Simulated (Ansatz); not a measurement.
InP:
Space group P6₃mc (No. 186); a = b = 4.168 Å, c = 6.834 Å, α = β = 90.00°, γ = 120.00°

| atom | site | symmetry | x | y | z |
|---|---|---|---|---|---|
| In | 2b | 3m. | 0.3333 | 0.6667 | 0.0001 |
| P | 2b | 3m. | 0.3333 | 0.6667 | 0.3749 |

This is the HSE06-relaxed structure.

### Question
All from the program Ansatz at the HSE06 level (PAW), unless another level is named. Give the gap with spin–orbit coupling.

### Answer
1.40 eV (at the special points and the edges found without it).

### Question
Next, the band gap?

### Answer
1.44 eV (direct).

### Question
Give the valence-band maximum.

### Answer
at Γ.

Space group P6_3mc (wurtzite). The workflow started from a Materials Project entry (that database holds measured and hypothetical structures alike); the Crystallography Open Database copy checked does not list it. It is not the phase usual at ambient conditions (space group No. 216). The HSE06 relaxation kept the symmetry of its start; whether a distortion lowers the energy is not shown. The hybrid was solved on a coarse mesh, the path and, where they were found, the r²SCAN edge points; its band edges are the extreme levels among these. Spin–orbit coupling is left out wherever it is not named.

Potentials: the earlier of the program's two PAW sets. The files were generated under PBE; for other functionals the program regenerates the frozen cores, and for LDA and PBEsol the local potential too.
